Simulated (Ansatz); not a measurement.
Starting cell, KTaO3 (cubic perovskite):

```xyz
5
Lattice="4.0244 0.0000 0.0000 0.0000 4.0244 0.0000 0.0000 0.0000 4.0244" Properties=species:S:1:pos:R:3 pbc="T T T"
K      0.0000     0.0000     0.0000
Ta     2.0122     2.0122     2.0122
O      0.0000     2.0122     2.0122
O      2.0122     2.0122     0.0000
O      2.0122     0.0000     2.0122
```

In this cell atom 1 (K, nearest neighbour O at 2.846 Å; its periodic images, 4.0 Å or more away, move with it) is moved by u·(1.000, 0.000, 0.000) + v·(0.000, 1.000, 0.000); the rest is frozen.

Calculation: PBE (plane waves to 420 eV, PAW, scalar-relativistic; Ansatz, a program for electronic structure). k mesh 7×7×7 (Γ-centred), Fermi-Dirac smearing 0.05 eV. Compression counts positive. KTaO3 is run without spin polarisation. KTaO3 was relaxed with its symmetry unable to fall. Spin-orbit coupling is left out, though Ta is heavy.

Changes of P (GPa) from the point u = 0.000 Å, v = 0.000 Å when one coordinate moves alone (two changes are said to add if the coupling is within 5 % of the smaller one, nearly so within 20 %):

```json
[
 {"point": "u = 0.000 Å, v = -0.430 Å", "change": "2.666"},
 {"point": "u = 0.000 Å, v = -0.215 Å", "change": "0.657"},
 {"point": "u = -0.430 Å, v = 0.000 Å", "change": "2.666"},
 {"point": "u = -0.215 Å, v = 0.000 Å", "change": "0.657"},
 {"point": "u = 0.215 Å, v = 0.000 Å", "change": "0.657"},
 {"point": "u = 0.430 Å, v = 0.000 Å", "change": "2.666"},
 {"point": "u = 0.000 Å, v = 0.215 Å", "change": "0.657"},
 {"point": "u = 0.000 Å, v = 0.430 Å", "change": "2.666"}
]
```

Task: Do the two effects add at u = 0.215 Å, v = 0.215 Å? Give the computed change.

Result: The sum of the single changes is 0.657 + (0.657) = 1.314; the calculation gives 1.364, so the coupling contributes 0.050 (under 20 % of the smaller single change, nearly additive).

Task: What is the change at u = 0.430 Å, v = 0.430 Å, where both move, and how far is it from the sum?

Result: The sum of the single changes is 2.666 + (2.666) = 5.332; the calculation gives 6.159, so the coupling contributes 0.827 (over 20 % of the smaller single change, not additive).

Task: Do the two effects add at u = -0.430 Å, v = 0.215 Å? Give the computed change.

Result: The sum of the single changes is 2.666 + (0.657) = 3.323; the calculation gives 3.525, so the coupling contributes 0.202 (over 20 % of the smaller single change, not additive).

(For displaced atoms, the force is minus the slope of the energy, and its curvature is a force constant, which sets phonon frequencies.)
